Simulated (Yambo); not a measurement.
Convergence of the G0W0 gap of CdF2

G0W0@LDA for CdF2 (fluorite, space group Fm-3m, No. 225) in Yambo. Reference settings: 4×4×4 Γ-centred k mesh, bands 5 to 98 and a 10 Ry block in the screening, 98 bands in G with the Bruneval-Gonze terminator, plasmon pole fitted at 27.2 eV. The LDA gap W → Γ on this mesh is 2.80 eV; G0W0 gaps are taken between the same points.

```csv
change from the reference,G0W0 gap W → Γ (eV),shift of the valence edge (eV),rough Yambo cost
reference settings,5.79,-1.70,1
"40 bands in W, 40 bands in G",6.11,-1.61,about 1/2
"65 bands in W, 65 bands in G",5.87,-1.66,within a factor of two
40 bands in G,5.85,-1.74,–
65 bands in G,5.81,-1.72,–
48 bands in W,5.97,-1.61,within a factor of two
2 Ry block,6.07,-2.07,within a factor of two
4 Ry block,5.82,-1.82,within a factor of two
8 Ry block,5.76,-1.68,within a factor of two
pole fitted at 10 eV,5.74,-1.54,–
no random integration,5.68,-1.43,–
"40 bands in G, no terminator",5.47,-1.02,–
"65 bands in G, no terminator",5.54,-1.28,–
no terminator,5.63,-1.45,–
```

The reference isn't shown to be the converged limit. Costs are rough (shared machines), scaled to the same edge states, and given only for runs that recompute the screening.

Spin-orbit splittings are left out.

Geometry of the Materials Project entry, not relaxed at this level; primitive cell a = b = c = 3.819 Å, α = β = γ = 60.00°.

A shift is the quasiparticle energy of the state minus its LDA energy.
